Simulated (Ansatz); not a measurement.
The relaxed structure here is a generated cell of MnSi: the first start was made by a random draw of sites in a space group, and the end was not matched to a known phase here, so it may be hypothetical. Known forms of MnSi include space group No. 198.

A relaxed structure of MnSi. Space group P4/mmm (No. 123). The numbers are results of PBE (plane waves to 420 eV, PAW, scalar-relativistic; Ansatz, a quantum-chemistry and plane-wave program), not measurements.

```cif
data_MnSi
_chemical_formula_sum 'Mn1 Si1'
_space_group_name_H-M_alt 'P4/mmm'
_space_group_IT_number 123
_space_group_name_Hall '-P 4 2'
_cell_length_a 3.35499
_cell_length_b 3.35499
_cell_length_c 2.68889
_cell_angle_alpha 90.000
_cell_angle_beta 90.000
_cell_angle_gamma 90.000
loop_
_atom_site_label
_atom_site_type_symbol
_atom_site_symmetry_multiplicity
_atom_site_Wyckoff_symbol
_atom_site_fract_x
_atom_site_fract_y
_atom_site_fract_z
_atom_site_occupancy
Mn1 Mn 1 c 0.50000 0.50000 0.00000 1
Si1 Si 1 a 0.00000 0.00000 0.00000 1
```

**Question.** Predict the magnetic moment from PBE.

**Answer.** Net 1.29 μB/atom, ferromagnetic.

Spin state reached: ferromagnetic (net 1.29 μB/atom), from parallel starting moments; other spin orders were not run from this start.

The run could not lose the symmetry of its start, so the end can be a saddle point.

All atoms sit on sites fixed by symmetry, so only the cell could relax.
